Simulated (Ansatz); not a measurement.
# Zincblende alloy of GaP and GaN (6 of 32 P sites exchanged), 64 atoms

Ansatz, PAW, plane waves. PBEsol relaxation of volume and atoms (shape held) at the single k point (¼, ¼, ¼) without its symmetry partners; single points on the relaxed atoms at the Γ point alone, onto which points of the small cell's zone fold. Arrangement: quasirandom. No spin–orbit coupling unless named.

Relaxed structure:

```
Ga N P
1.0
    10.51875    0.00000    0.00000
     0.00000   10.51875    0.00000
     0.00000    0.00000   10.51875
Ga N P
32 6 26
Direct
  0.01503 0.01872 0.02093
  0.01387 0.01537 0.51292
  0.98528 0.48379 0.01344
  0.99895 0.49408 0.46944
  0.49878 0.00013 0.99424
  0.49617 0.99797 0.49697
  0.49849 0.49895 0.00389
  0.51651 0.51333 0.51234
  0.23257 0.23656 0.01708
  0.21767 0.25531 0.49492
  0.24959 0.75094 0.99722
  0.25025 0.75343 0.49734
  0.77316 0.27194 0.01840
  0.75094 0.24895 0.49984
  0.75373 0.75302 0.00078
  0.75690 0.71604 0.49520
  0.22684 0.01860 0.23486
  0.23500 0.02034 0.72954
  0.23368 0.48124 0.27067
  0.24652 0.49883 0.75184
  0.75312 0.99852 0.25465
  0.75433 0.00013 0.75309
  0.78264 0.49580 0.25069
  0.74007 0.51377 0.73250
  0.01066 0.26404 0.24030
  0.01411 0.23954 0.73283
  0.98248 0.73329 0.27135
  0.00091 0.74920 0.75318
  0.49918 0.25374 0.25497
  0.49653 0.25265 0.75455
  0.49694 0.74728 0.24888
  0.52070 0.73504 0.72777
  0.11837 0.13717 0.13106
  0.12271 0.13301 0.61726
  0.63374 0.62230 0.61680
  0.88777 0.37643 0.13533
  0.87799 0.61033 0.37319
  0.11331 0.37073 0.36906
  0.11792 0.61765 0.13381
  0.11948 0.62038 0.61529
  0.63069 0.13072 0.12458
  0.62277 0.12429 0.62633
  0.63556 0.62018 0.13040
  0.36531 0.37206 0.13011
  0.37086 0.37562 0.61915
  0.36889 0.88180 0.12671
  0.37418 0.87496 0.62738
  0.87992 0.37857 0.61716
  0.88272 0.87439 0.13133
  0.87628 0.87098 0.61953
  0.36012 0.12863 0.37452
  0.36309 0.12659 0.87563
  0.37432 0.61866 0.37879
  0.38145 0.62645 0.86851
  0.88603 0.13204 0.37244
  0.88494 0.13199 0.88001
  0.87228 0.61915 0.87552
  0.11975 0.36740 0.87918
  0.11898 0.87948 0.37348
  0.12472 0.88783 0.87465
  0.63438 0.38313 0.37465
  0.63206 0.38004 0.87584
  0.62914 0.86377 0.37932
  0.62499 0.86957 0.86952
```

**Question.** What are the mean bond lengths by pair (pairs within 1.2 times the sum of covalent radii, less contacts 15 % beyond the pair's median; cation–cation pairs of compounds aside; long ionic contacts are cut short by that bound)?

**Answer.** Ga–N 2.042 ± 0.036 Å (standard deviation, 24 bonds); Ga–P 2.341 ± 0.032 Å (standard deviation, 104 bonds).

**Question.** What gap lies between the top filled and the lowest empty level in the single points?

**Answer.** HSE06 1.33 eV (17 s on NVIDIA GB200). An indirect band minimum needn't fold onto Γ of this cell; where it doesn't, these gaps are too wide.
